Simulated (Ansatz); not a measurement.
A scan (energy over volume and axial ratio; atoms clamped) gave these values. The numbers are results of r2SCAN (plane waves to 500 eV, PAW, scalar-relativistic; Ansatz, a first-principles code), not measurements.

The modulus against c/a change at fixed volume, (3/4V)·∂²E/∂(ln c/a)² (fit, atoms clamped) is 17.8 GPa, an upper bound as the atoms could relax.

Of these crystals, all scanned alike, which one is it?
(A) Zr (hcp, Mg type)
(B) CaClF (space group P4/nmm)
(C) Hf (hcp, Mg type)
(D) AlN (wurtzite)

B, CaClF (space group P4/nmm). The others have, for the modulus against c/a change at fixed volume, (3/4V)·∂²E/∂(ln c/a)²: AlN 209 GPa, Zr 52 GPa, Hf 69 GPa

All were relaxed with their symmetry unable to fall. Hf is run without spin polarisation. Spin-orbit coupling is left out. Zr is run without spin polarisation. As the atoms are clamped, bonds stretch with the cell, which overstates energies and stresses.

(A scan under strain: stresses follow from slopes of the energy per volume, elastic moduli from its curvatures.)
